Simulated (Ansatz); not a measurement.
Relaxed-ion elastic tensor of Sc (hcp (Mg type), P6_3/mmc) in GPa (Voigt order), r²SCAN+D4 (plane waves, PAW; program Ansatz); density 3.03 g/cm³, 24.67 Å³ per atom.

```
99.1  45.1  29.7   0.0   0.0   0.0
45.1  99.1  29.7   0.0   0.0   0.0
29.7  29.7  98.1   0.0   0.0   0.0
 0.0   0.0   0.0  28.0   0.0   0.0
 0.0   0.0   0.0   0.0  28.0   0.0
 0.0   0.0   0.0   0.0   0.0  27.0
```

Task: Is the crystal mechanically stable?

Result: Yes: the smallest eigenvalue of C is 27.0 GPa.

Task: Work out the Voigt, Reuss and Hill averages.

Result: K_V = 56.2, K_R = 55.9, K_H = 56.0; G_V = 29.4, G_R = 29.0, G_H = 29.2 GPa.

Task: Give Young's modulus, Poisson's ratio, Pugh's ratio and the universal anisotropy index.

Result: E = 9KG/(3K + G) = 74.6 GPa; ν = 0.28; K/G = 1.92 (ductile by the Pugh limit of 1.75); A_U = 5G_V/G_R + K_V/K_R − 6 = 0.08.

Task: Estimate the sound speeds and the Debye temperature.

Result: v_l = √((K + 4G/3)/ρ) = 5600 m/s, v_t = √(G/ρ) = 3100 m/s, mean 3460 m/s; Θ = (h/k)(3n/4πV)^(1/3) v_m = 354 K.

Task: Solve the Christoffel equation for the three sound speeds along x, y, z.

Result: Eigenvalues of C_ijkl n_j n_l equal ρv². In km/s, slowest first: x 2.99, 3.04, 5.72; y 2.99, 3.04, 5.72; z 3.04, 3.04, 5.69.

Task: How much does each axis shrink under pressure?

Result: Linear compressibilities β_i = Σ_j S_ij (j = 1 to 3): x 5.5, y 5.5, z 6.9 per TPa.

The cell was relaxed with r²SCAN+D4 under the symmetry of its start. No spin polarisation was allowed. The pairwise dispersion correction was not fitted to metals. As this level gives no gap, shear constants depend on the k-mesh and smearing (Fermi–Dirac, 0.1 eV here). On the denser mesh and wider smearing of the elastic run this cell carries a stress of 0.4 GPa.

Potentials: the later of the program's two PAW sets.
